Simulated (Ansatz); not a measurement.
Space group P4/nmm:1 (No. 129). a = 3.837 Å, b = 3.837 Å, c = 4.759 Å, α = 90.00°, β = 90.00°, γ = 90.00°
| atom | site | symmetry | x | y | z |
| --- | --- | --- | --- | --- | --- |
| Sn | 2c | 4mm | 0.5000 | 0.0000 | 0.2435 |
| O | 2a | -4m2 | 0.0000 | 0.0000 | 0.0000 |

Equation of state of this SnO structure (not necessarily the ground state), with shape and atoms relaxed at each volume where symmetry leaves them free. Level of theory: DFT PBE+D3(BJ), scalar-relativistic, plane waves, PAW (Ansatz 0.2.0).

Cutoff 420 eV; k points 12×12×10 on the computed 4-atom cell (Γ-centred); Gaussian smearing, width 0.10 eV; no spin polarisation.

| V (Å³/atom) | E − E(largest V) (meV/atom) | P (GPa) | gap on mesh (eV) |
| --- | --- | --- | --- |
| 15.412 | 23.72 | 6.55 | 0.00 |
| 15.938 | 6.13 | 4.32 | 0.00 |
| 16.463 | -5.17 | 2.57 | 0.00 |
| 16.988 | -11.26 | 1.16 | 0.00 |
| 17.514 | -13.16 | 0.01 | 0.00 |
| 18.039 | -11.76 | -0.92 | 0.18 |
| 18.565 | -7.87 | -1.58 | 0.36 |
| 19.265 | 0.00 | -2.07 | 0.60 |

Problem. Fit a third-order Birch–Murnaghan equation to E(V).

Solution. V0 = 17.54 Å³/atom, B0 = 32 GPa, B0' = 7.2.